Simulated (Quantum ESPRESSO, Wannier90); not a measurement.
# Wannier functions of InP (zinc blende)

Materials Project entry mp-20351; symmetrised, unrelaxed at this level. COD (Crystallography Open Database) has an entry of this formula and space group (matched by these alone). Computed values, not measurements, from LDA: Quantum ESPRESSO (norm-conserving PseudoDojo potentials, cutoff 56 Ry, no spin polarisation, no spin-orbit coupling) on a Γ-centred 10×10×10 mesh, then Wannier90. Density: 10×10×10 mesh, Gaussian smearing 0.01 Ry. Spin-orbit coupling is left out although heavy elements are present.

Input w.win:

```
num_bands = 15
num_wann = 8
exclude_bands = 1-5
num_iter = 0
conv_tol = 1.0e-6
conv_window = 4
dis_num_iter = 1000
dis_conv_tol = 1.0e-6
dis_froz_max = 8.47
write_hr = true
write_u_matrices = true
begin projections
In: s;p
P: s;p
end projections
begin unit_cell_cart
ang
    0.0000000000    2.9519750000    2.9519750000
    2.9519750000    0.0000000000    2.9519750000
    2.9519750000    2.9519750000    0.0000000000
end unit_cell_cart
begin atoms_frac
In   0.0000000000  0.0000000000  0.0000000000
P   -0.2500000000 -0.2500000000 -0.2500000000
end atoms_frac
mp_grid = 10 10 10
begin kpoints
0.0000000000 0.0000000000 0.0000000000
0.0000000000 0.0000000000 0.1000000000
0.0000000000 0.0000000000 0.2000000000
... (997 more lines: the 10x10x10 mesh through Gamma)
end kpoints
```

On the energy scale of pw.x, whose zero is arbitrary, the valence-band maximum lies at 6.60 eV. Lines of w_hr.dat (R1 R2 R3 m n Re Im, eV) for R = 0 and one of the shortest lattice vectors, rounded to 0.01 eV, lines under 0.02 eV left out; orbitals in order: In1 s, In1 pz, In1 px, In1 py, P2 s, P2 pz, P2 px, P2 py.

```
    0    0    0    1    1     4.74     0.00
    0    0    0    5    1    -1.31     0.00
    0    0    0    6    1    -1.25     0.00
    0    0    0    7    1    -1.25     0.00
    0    0    0    8    1    -1.25     0.00
    0    0    0    2    2    10.34     0.00
    0    0    0    5    2     1.19     0.00
    0    0    0    6    2     0.15     0.00
    0    0    0    7    2     1.23     0.00
    0    0    0    8    2     1.23     0.00
    0    0    0    3    3    10.34     0.00
    0    0    0    5    3     1.19     0.00
    0    0    0    6    3     1.23     0.00
    0    0    0    7    3     0.15     0.00
    0    0    0    8    3     1.23     0.00
    0    0    0    4    4    10.34     0.00
    0    0    0    5    4     1.19     0.00
    0    0    0    6    4     1.23     0.00
    0    0    0    7    4     1.23     0.00
    0    0    0    8    4     0.15     0.00
    0    0    0    1    5    -1.31     0.00
    0    0    0    2    5     1.19     0.00
    0    0    0    3    5     1.19     0.00
    0    0    0    4    5     1.19     0.00
    0    0    0    5    5    -0.77     0.00
    0    0    0    1    6    -1.25     0.00
    0    0    0    2    6     0.15     0.00
    0    0    0    3    6     1.23     0.00
    0    0    0    4    6     1.23     0.00
    0    0    0    6    6     7.18     0.00
    0    0    0    1    7    -1.25     0.00
    0    0    0    2    7     1.23     0.00
    0    0    0    3    7     0.15     0.00
    0    0    0    4    7     1.23     0.00
    0    0    0    7    7     7.18     0.00
    0    0    0    1    8    -1.25     0.00
    0    0    0    2    8     1.23     0.00
    0    0    0    3    8     1.23     0.00
    0    0    0    4    8     0.15     0.00
    0    0    0    8    8     7.18     0.00
   -1    0    0    1    1    -0.08     0.00
   -1    0    0    2    1     0.07     0.00
   -1    0    0    3    1     0.07     0.00
   -1    0    0    4    1     0.07     0.00
   -1    0    0    5    1    -1.31     0.00
   -1    0    0    6    1     1.25     0.00
   -1    0    0    7    1    -1.25     0.00
   -1    0    0    8    1     1.25     0.00
   -1    0    0    1    2    -0.07     0.00
   -1    0    0    2    2     0.18     0.00
   -1    0    0    3    2    -0.14     0.00
   -1    0    0    4    2     0.16     0.00
   -1    0    0    5    2    -1.19     0.00
   -1    0    0    6    2     0.15     0.00
   -1    0    0    7    2    -1.23     0.00
   -1    0    0    8    2     1.23     0.00
   -1    0    0    1    3     0.07     0.00
   -1    0    0    2    3     0.14     0.00
   -1    0    0    3    3    -0.44     0.00
   -1    0    0    4    3     0.14     0.00
   -1    0    0    5    3     1.19     0.00
   -1    0    0    6    3    -1.23     0.00
   -1    0    0    7    3     0.15     0.00
   -1    0    0    8    3    -1.23     0.00
   -1    0    0    1    4    -0.07     0.00
   -1    0    0    2    4     0.16     0.00
   -1    0    0    3    4    -0.14     0.00
   -1    0    0    4    4     0.18     0.00
   -1    0    0    5    4    -1.19     0.00
   -1    0    0    6    4     1.23     0.00
   -1    0    0    7    4    -1.22     0.00
   -1    0    0    8    4     0.15     0.00
   -1    0    0    2    5     0.02     0.00
   -1    0    0    3    5    -0.06     0.00
   -1    0    0    4    5     0.02     0.00
   -1    0    0    5    5    -0.06     0.00
   -1    0    0    7    5    -0.09     0.00
   -1    0    0    1    6    -0.02     0.00
   -1    0    0    2    6     0.04     0.00
   -1    0    0    3    6    -0.04     0.00
   -1    0    0    4    6     0.04     0.00
   -1    0    0    6    6     0.05     0.00
   -1    0    0    3    7    -0.03     0.00
   -1    0    0    5    7    -0.09     0.00
   -1    0    0    7    7    -0.18     0.00
   -1    0    0    1    8    -0.02     0.00
   -1    0    0    2    8     0.04     0.00
   -1    0    0    3    8    -0.04     0.00
   -1    0    0    4    8     0.04     0.00
   -1    0    0    8    8     0.04     0.00
```
